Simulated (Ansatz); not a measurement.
# All-electron card of HfC

```
Hf C
1.0
     0.00000    2.32573    2.32573
     2.32573    0.00000    2.32573
     2.32573    2.32573    0.00000
Hf C
1 1
Direct
  0.00000 0.00000 0.00000
  0.50000 0.50000 0.50000
```

Atoms are numbered in the order listed.

The conventional cell has a = 4.651 Å, b = 4.651 Å, c = 4.651 Å, α = 90.00°, β = 90.00°, γ = 90.00°. Around Hf (atom 1) lie 6 C at 2.33 Å. C (atom 2) is surrounded by 6 Hf at 2.33 Å.

The cell was built from the rocksalt type and relaxed in the same program, and has space group Fm-3m; it needn't be a known or the stable phase.

No spin–orbit coupling, which matters for the heavy atoms here.

Methods: DFT, PBE, all-electron LAPW, scalar-relativistic (Ansatz 0.2.0); DFT, PBE, PAW with Ansatz's default frozen-core files, scalar-relativistic (Ansatz 0.2.0).

For LAPW: a Γ-centred 16×16×16 k mesh, Fermi–Dirac smearing of 0.05 eV, basis error target 1 meV/atom, no spin polarisation. PAW takes a cutoff of 420 eV at this cell. The Ansatz runs share mesh, smearing and spin set-up. Values come from LAPW unless marked.

```yaml
Band_gap: "none: bands cross the Fermi level, a metal"
Pressure_at_this_cell: 0.06 GPa
Volume_per_atom: 12.58 Å³
```

(1) Löwdin charges (with 0.04 e of the cell spilling out of the atomic basis, so their sizes and signs hang on that basis): what does the calculation give?

(2) Predict this quantity. Density of states at the Fermi level (0.2 eV bin).

(3) Bader charges (from the PAW run): what does the calculation give?

Results:

(1) Hf1 0.75, C2 -0.72 e.

(2) 0.25 states/eV per cell.

(3) Hf1 +1.96, C2 -1.96 e.
